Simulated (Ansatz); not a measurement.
**Question.** Hf (hcp (Mg type), P6_3/mmc) is relaxed with plane-wave PAW PBE (Ansatz code). What lattice parameters of the conventional cell result?

**Answer.** a = 3.205 Å, c = 5.067 Å.

The PBE relaxation kept the symmetry of its start. The run is not spin-polarised. Axis ratios of metals converge slowly with the k-mesh, so a and c are less sure than the volume. Spin–orbit coupling is left out wherever it is not named.

Potentials: the earlier of the program's two PAW sets.
